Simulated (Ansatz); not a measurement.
TaGeO:
```
TaGeO
1.0
    3.37772     0.00000     0.00000
    0.00000     3.37772     0.00000
    0.00000     0.00000     6.89000
Ta Ge O
2 2 2
Direct
  0.00000   0.50000   0.69745
  0.50000   0.00000   0.30255
  0.00000   0.00000   0.00000
  0.50000   0.50000   0.00000
  0.50000   0.00000   0.60284
  0.00000   0.50000   0.39716
```

Relaxed with PBEsol. Special points in fractions of this cell's reciprocal vectors: Γ (0.000, 0.000, 0.000); X (0.000, 0.500, 0.000); M (0.500, 0.500, 0.000); Z (0.000, 0.000, 0.500); R (0.000, 0.500, 0.500); A (0.500, 0.500, 0.500).

List the band energies nearest the Fermi level at these points for PBEsol with spin–orbit coupling in the plane-wave PAW code Ansatz.

In eV from the Fermi level; about four levels below and three above (degenerate sets whole), none deeper than 8.9 eV; points with the same levels are listed once.

```json
[
 {"k": "Γ", "below": "-0.96 -0.96 -0.67 -0.67", "above": "0.24 0.24 0.24 0.24"},
 {"k": "X", "below": "-0.77 -0.77 -0.77 -0.77", "above": "1.88 1.88 1.88 1.88"},
 {"k": "M", "below": "-3.29 -3.29 -3.29 -3.29", "above": "0.92 0.92 0.92 0.92"},
 {"k": "Z", "below": "-0.60 -0.60 -0.25 -0.25", "above": "0.41 0.41 0.42 0.42"},
 {"k": "R", "below": "-0.30 -0.30 -0.30 -0.30", "above": "1.19 1.19 1.19 1.19"},
 {"k": "A", "below": "-3.65 -3.65 -3.65 -3.65", "above": "0.03 0.03 0.03 0.03"}
]
```

Space group P4/nmm. The start of the workflow was typed in or built on a structure type; neither database checked (COD, Materials Project) lists it. Its standing as an ambient phase is unchecked. Symmetry was held in the PBEsol relaxation. At this level the phase is dynamically unstable (imaginary phonons). The run is not spin-polarised. The volume moved by -20 % from the start of the relaxation.

Potentials: the earlier of the program's two PAW sets. The files were generated under PBE; for other functionals the program regenerates the frozen cores, and for LDA and PBEsol the local potential too.
